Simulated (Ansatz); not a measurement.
The calculation used Ansatz 0.2.0, DFT PBE, scalar-relativistic, plane waves, PAW.

Structure of Si2W:

```yaml
crystal:
  lattice:
    - [-1.61453, 1.61453, 3.93355]
    - [1.61453, -1.61453, 3.93355]
    - [1.61453, 1.61453, -3.93355]
  atoms:
    - { symbol: Si, position: [0.33456, 0.33456, 0.00000] }
    - { symbol: Si, position: [0.66544, 0.66544, 0.00000] }
    - { symbol: W, position: [0.00000, 0.00000, 0.00000] }
```

Settings: cutoff 420 eV, Γ-centred mesh 18×18×18 on the computed 3-atom cell, Gaussian smearing of 0.10 eV; no spin polarisation.

Levels along Γ–X–P–N–Γ–M–S | S0–Γ | X–R | G–M, in eV from the Fermi level, sorted by energy at each point. Points in fractions of the primitive reciprocal vectors: Γ (0.000 0.000 0.000), X (0.000 0.000 0.500), P (0.250 0.250 0.250), N (0.000 0.500 0.000), M (0.500 0.500 -0.500), S (0.292 0.708 -0.292), S0 (-0.292 0.292 0.292), R (-0.084 0.084 0.500), G (0.500 0.500 -0.084).
```
point k (1/Å, with 2π) band 8  band 9  band 10  band 11  band 12  band 13  band 14
    Γ             0.000   -3.25   -2.81    -2.81     0.60     2.65     2.98     3.04
    -             0.197   -3.22   -3.22    -2.30    -0.18     2.44     3.16     3.18
    -             0.393   -4.09   -3.11    -1.77    -1.67     2.30     3.44     3.48
    -             0.590   -5.02   -2.90    -2.89    -1.78     2.74     3.60     3.69
    -             0.786   -5.55   -3.15    -2.59    -2.18     2.40     3.29     3.68
    -             0.983   -5.60   -3.15    -2.66    -2.22     1.64     3.25     3.41
    -             1.179   -5.54   -4.04    -3.04    -1.89     2.30     2.90     3.07
    X             1.376   -5.50   -4.96    -3.20    -1.75     2.74     2.91     3.06
    -             1.433   -5.66   -4.78    -3.17    -1.77     2.43     2.91     3.24
    -             1.490   -5.91   -4.44    -3.11    -1.81     1.93     2.91     3.39
    -             1.547   -6.09   -4.07    -3.00    -1.89     1.41     2.91     3.47
    -             1.604   -6.18   -3.70    -2.87    -1.99     0.90     2.91     3.51
    -             1.661   -6.29   -3.36    -2.72    -2.11     0.46     2.91     3.53
    -             1.718   -6.39   -3.11    -2.56    -2.25     0.15     2.91     3.54
    P             1.775   -6.50   -3.01    -2.40    -2.40     0.03     2.91     3.55
    -             1.914   -5.64   -2.93    -2.70    -2.36     0.19     2.66     3.30
    -             2.053   -4.67   -3.35    -2.68    -2.28     0.32     2.46     3.28
    -             2.192   -4.08   -3.75    -2.32    -2.17     0.28     2.61     3.46
    -             2.331   -4.73   -3.10    -2.28    -1.73     0.48     2.69     3.75
    -             2.470   -5.24   -2.79    -2.44    -1.15     1.18     2.69     4.14
    -             2.609   -4.96   -2.72    -2.65    -0.64     2.15     2.68     4.22
    N             2.748   -4.81   -2.75    -2.72    -0.42     2.65     2.76     3.90
    -             2.898   -4.75   -2.67    -2.66    -0.63     2.35     3.01     3.40
    -             3.049   -4.50   -2.53    -2.44    -1.06     1.77     2.71     3.57
    -             3.199   -4.03   -2.43    -2.19    -1.39     1.32     2.24     4.11
    -             3.349   -3.56   -2.43    -2.29    -1.13     1.28     2.10     4.41
    -             3.499   -3.31   -2.56    -2.53    -0.49     1.73     2.27     3.92
    -             3.650   -3.25   -2.74    -2.69     0.22     2.39     2.69     3.26
    Γ             3.800   -3.25   -2.81    -2.81     0.60     2.65     2.98     3.04
    -             3.914   -3.28   -2.76    -2.76     0.61     2.27     2.87     2.87
    -             4.028   -3.00   -2.62    -2.62     0.63     1.70     2.43     2.43
    -             4.142   -2.54   -2.40    -2.40     0.67     1.42     1.85     1.85
    -             4.256   -2.35   -2.08    -2.08     0.70     1.21     1.21     1.67
    -             4.370   -2.39   -1.69    -1.69     0.57     0.57     0.74     2.41
    -             4.484   -2.50   -1.23    -1.23    -0.05    -0.05     0.77     3.43
    M             4.598   -2.54   -0.84    -0.84    -0.49    -0.49     0.77     4.44
    -             4.714   -2.71   -0.96    -0.73    -0.60    -0.47     0.88     4.55
    -             4.830   -2.91   -1.25    -0.87    -0.47    -0.42     1.13     4.85
    -             4.945   -2.88   -1.61    -1.23    -0.34    -0.12     1.47     4.38
    -             5.061   -2.77   -1.96    -1.60    -0.26     0.31     1.87     3.49
    -             5.176   -2.69   -2.27    -1.95    -0.19     0.83     2.35     2.80
    -             5.292   -2.76   -2.51    -2.23    -0.20     1.38     2.43     2.89
    S             5.407   -3.00   -2.66    -2.44    -0.31     1.78     2.50     3.50
   S0             5.407   -3.00   -2.66    -2.44    -0.31     1.78     2.50     3.50
    -             5.570   -3.60   -2.70    -2.61    -0.67     2.13     2.91     3.51
    -             5.732   -4.25   -2.65    -2.53    -1.18     2.21     2.80     3.05
    -             5.895   -4.31   -2.62    -2.13    -1.71     1.69     2.32     3.50
    -             6.057   -3.65   -2.57    -2.17    -1.53     1.41     2.13     4.00
    -             6.220   -3.29   -2.58    -2.52    -0.75     1.77     2.22     4.16
    -             6.382   -3.24   -2.74    -2.69     0.10     2.49     2.56     3.32
    Γ             6.544   -3.25   -2.81    -2.81     0.60     2.65     2.98     3.04
    X             6.544   -5.50   -4.96    -3.20    -1.75     2.74     2.91     3.06
    -             6.577   -5.45   -4.96    -3.19    -1.77     2.70     2.88     3.06
    -             6.611   -5.31   -4.97    -3.19    -1.81     2.61     2.80     3.06
    -             6.644   -5.11   -4.98    -3.17    -1.88     2.48     2.69     3.06
    -             6.677   -4.99   -4.88    -3.15    -1.97     2.35     2.56     3.05
    -             6.710   -5.01   -4.62    -3.13    -2.08     2.20     2.41     3.03
    -             6.743   -5.04   -4.35    -3.10    -2.19     2.06     2.26     3.00
    R             6.776   -5.08   -4.07    -3.06    -2.30     1.93     2.11     2.97
    G             6.776   -5.08   -4.07    -3.06    -2.30     1.93     2.11     2.97
    -             6.940   -5.40   -2.80    -2.63    -2.63     1.39     1.43     2.68
    -             7.103   -5.35   -2.52    -2.43    -1.38     0.77     1.47     2.28
    -             7.266   -4.99   -2.11    -1.97    -0.80     0.28     1.87     2.50
    -             7.430   -4.59   -1.62    -1.47    -0.67    -0.13     1.52     4.26
    -             7.593   -3.79   -1.20    -0.99    -0.60    -0.47     1.24     5.29
    -             7.757   -2.93   -0.94    -0.74    -0.63    -0.53     0.95     4.67
    M             7.920   -2.54   -0.84    -0.84    -0.49    -0.49     0.77     4.44
```

Spin-orbit coupling is left out, which matters for the bands of heavy elements.